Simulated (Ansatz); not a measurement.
Mo₂H₃: phonons across the zone

These are results of DFT PBE, scalar-relativistic, plane waves, PAW (Ansatz 0.2.0), not measurements. Plane waves to 420 eV; Γ-centred k mesh 12×12×8; Fermi-Dirac smearing of 0.15 eV. No spin polarisation. Phonons by linear response, acoustic sum rule imposed.

Equilibrium structure at this level:
```yaml
crystal:
  lattice:
    - [3.02408, 0.00000, 0.00000]
    - [-1.51204, 2.61893, 0.00000]
    - [0.00000, 0.00000, 4.92624]
  atoms:
    - { symbol: H, position: [0.66667, 0.33333, 0.38160] }
    - { symbol: H, position: [0.33333, 0.66667, 0.61840] }
    - { symbol: H, position: [0.00000, 0.00000, 0.00000] }
    - { symbol: Mo, position: [0.66667, 0.33333, 0.77472] }
    - { symbol: Mo, position: [0.33333, 0.66667, 0.22528] }
```

It was reached by relaxing an invented guess, and it needn't be the stable form of this composition. In a metal, frequencies and elastic constants depend on the k mesh and the smearing, soft modes and shear constants most. Some empty bands missed the eigensolver's threshold. The q mesh is coarse, so values between its points are rough.

Force constants from linear response on a 3×3×2 q mesh.

Path: Γ–M–K–Γ–A–L–H–A | L–M | H–K. Only the points of the 3×3×2 mesh were computed; the rest is interpolation, which is rough on so few points. On the mesh no mode is imaginary. Distance along the path (Å⁻¹), then the branches (cm⁻¹, negative for imaginary):
```
0.000  0 0 0 176 176 218 816 858 858 1140 1140 1183 1183 1232 1321
0.300  58 61 97 178 181 213 809 857 862 1134 1138 1192 1198 1244 1322
0.600  109 116 171 182 191 206 800 859 872 1126 1143 1208 1223 1266 1322
0.900  147 156 183 188 212 215 800 867 881 1118 1160 1221 1244 1281 1320
1.200  168 174 176 181 222 225 803 873 885 1115 1170 1224 1251 1284 1320
1.373  168 172 181 182 222 224 804 874 885 1115 1174 1223 1251 1286 1318
1.546  169 173 182 189 221 223 806 876 884 1115 1184 1219 1250 1292 1315
1.719  172 176 181 196 219 222 809 880 883 1116 1196 1213 1250 1299 1310
1.892  174 179 179 198 220 220 810 882 882 1116 1206 1206 1250 1305 1305
2.238  158 172 180 196 211 221 805 874 882 1116 1183 1214 1247 1293 1314
2.585  121 135 176 189 198 203 800 862 874 1121 1154 1208 1232 1274 1321
2.931  66 72 110 178 182 211 807 857 863 1132 1139 1193 1202 1248 1322
3.277  0 0 0 176 176 218 816 858 858 1140 1140 1183 1183 1232 1321
3.437  30 30 57 173 173 221 819 859 859 1136 1136 1188 1188 1230 1320
3.596  59 59 106 165 165 227 826 862 862 1129 1129 1197 1197 1222 1317
3.756  82 82 140 154 154 233 834 865 865 1124 1124 1204 1204 1215 1315
3.915  93 93 148 148 153 235 838 866 866 1122 1122 1207 1207 1212 1314
4.215  111 122 130 153 178 234 827 866 866 1123 1135 1202 1212 1226 1311
4.515  129 142 164 165 200 232 810 868 870 1122 1156 1205 1225 1248 1305
4.815  147 164 176 176 215 233 802 872 876 1119 1162 1215 1239 1267 1301
5.115  163 166 171 182 223 234 802 873 879 1117 1162 1219 1245 1274 1300
5.288  162 165 174 183 222 231 801 874 879 1116 1166 1216 1248 1276 1299
5.461  162 165 183 184 220 225 801 874 878 1112 1175 1210 1254 1279 1296
5.634  162 165 182 192 217 218 801 875 877 1108 1187 1203 1259 1283 1292
5.807  164 164 181 197 216 216 801 876 876 1107 1196 1196 1261 1288 1288
6.154  151 170 180 189 210 226 801 874 875 1112 1181 1203 1253 1276 1296
6.500  133 156 160 180 202 230 807 869 870 1121 1164 1202 1234 1255 1303
6.846  116 127 129 155 182 234 825 866 867 1123 1139 1202 1214 1229 1310
7.192  93 93 148 148 153 235 838 866 866 1122 1122 1207 1207 1212 1314
7.272  163 167 171 181 223 233 802 873 879 1117 1163 1220 1245 1275 1300
7.431  165 170 172 180 222 232 802 873 881 1117 1164 1222 1247 1277 1306
7.591  169 169 177 178 220 230 802 873 883 1116 1167 1224 1249 1280 1314
7.750  168 173 176 181 221 226 803 873 885 1115 1169 1224 1251 1283 1319
7.830  164 164 181 197 216 216 801 876 876 1107 1196 1196 1261 1288 1288
7.989  166 166 180 197 216 216 802 877 877 1108 1197 1197 1259 1290 1290
8.149  172 172 177 198 218 218 806 879 879 1111 1201 1201 1256 1296 1296
8.308  175 177 177 198 220 220 808 881 881 1115 1204 1204 1252 1303 1303
8.468  174 179 179 198 220 220 810 882 882 1116 1206 1206 1250 1305 1305
```
